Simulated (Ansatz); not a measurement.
Structure optimisation: calcium, bcc

All numbers below come from Ansatz 0.2.0, DFT, r2SCAN, plane waves (500 eV) with PAW, scalar-relativistic. The PAW files were generated under PBE, with cores re-solved for the functional.

k-point mesh 10×10×10, Fermi-Dirac smearing 0.1 eV, no spin polarisation. Cell and atoms relax.

Starting structure:

```
CELL_PARAMETERS angstrom
-2.21776 2.21776 2.21776
2.21776 -2.21776 2.21776
2.21776 2.21776 -2.21776
ATOMIC_POSITIONS crystal
Ca 0.00000 0.00000 0.00000
```

Task: What cell does the relaxation end in?

Result: Im-3m with a = 4.422 Å; 43.24 Å³ per atom against 43.63 at the start (-0.9 %).

Task: How much energy does the relaxation gain?

Result: 0.2 meV per atom.
